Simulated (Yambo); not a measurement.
Yambo run on Cs₂NaYF₆ (space group Fm-3m, No. 225). The wavefunctions are norm-conserving LDA (Quantum ESPRESSO, 88 Ry, scalar-relativistic) ones on a 2×2×2 mesh (40 occupied bands); a = b = c = 6.5064 Å, α = β = γ = 60.00°.

Yambo input:

```
rim_cut
gw0
dyson
el_el_corr
HF_and_locXC
ppa
em1d
RandQpts= 1000000
RandGvec= 1 Ry
EXXRLvcs= 88 Ry
VXCRLvcs= 352 Ry
Chimod= "HARTREE"
% BndsRnXp
 2 | 75 |
%
NGsBlkXp= 7 Ry
% LongDrXp
 1.0 | 1.0 | 1.0 |
%
PPAPntXp= 27.2114 eV
% GbndRnge
 1 | 75 |
%
GTermKind= "BG"
DysSolver= "n"
ExtendOut
% QPkrange
 1 | 1 | 40 | 41 |
%
```

k points by index: 1 = Γ.

Resulting energies as the program prints them:

```
#    K-point    Band    Eo [eV]    E [eV]    E-Eo [eV]    Vxc [eV]    Vnlxc [eV]    Sc|Eo [eV]    Sc|E [eV]    dSc/dw|Eo [eV]    Re(Z)    Im(Z)
#
    1    40    0.000000    -2.170182    -2.170182    -21.92083    -29.70611    4.986643    5.615097    -7.879038    0.775460    -0.001856
    1    41    6.542492    8.787228    2.244735    -9.145345    -4.399055    -2.242303    -2.501554    -3.142590    0.896468    -0.838824E-3
```
(The two width columns are left out.) Convergence of these settings isn't established.

Geometry of the Materials Project entry, not relaxed at this level.
